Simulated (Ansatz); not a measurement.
SnO2:
```cif
data_O4Sn2
_chemical_formula_sum 'Sn2 O4'
_space_group_name_H-M_alt 'P42/mnm'
_space_group_IT_number 136
_space_group_name_Hall '-P 4n 2n'
_cell_length_a 4.82747
_cell_length_b 4.82747
_cell_length_c 3.23816
_cell_angle_alpha 90.000
_cell_angle_beta 90.000
_cell_angle_gamma 90.000
loop_
_atom_site_label
_atom_site_type_symbol
_atom_site_symmetry_multiplicity
_atom_site_Wyckoff_symbol
_atom_site_fract_x
_atom_site_fract_y
_atom_site_fract_z
_atom_site_occupancy
Sn1 Sn 2 a 0.00000 0.00000 0.00000 1
O1 O 4 f 0.30657 0.30657 0.00000 1
```

Relaxed with PBE.

Question: Decompose the optical modes at the zone centre into irreducible representations, and say which are infrared and Raman allowed.

Answer: Point group 4/mmm: Γ_opt = A1g + A2g + A2u + B1g + 2B1u + B2g + Eg + 3Eu. Infrared: A2u, Eu. Raman: A1g, B1g, B2g, Eg.

Question: Assign frequencies (DFPT, DFT-PBE in the program Ansatz with PAW potentials; without the LO–TO term).

Answer: B1g 110, B1u 141, Eu 220, Eu 260, A2g 340, A2u 430, Eg 437, B1u 526, Eu 548, A1g 583, B2g 706 cm⁻¹.

Subscripts of B labels follow the axes of the standard setting.

Space group P4_2/mnm (rutile). The PBE relaxation kept the symmetry of its start; phonons on a q-mesh show no instability. Spin–orbit coupling is left out wherever it is not named.

Potentials: the later of the program's two PAW sets.
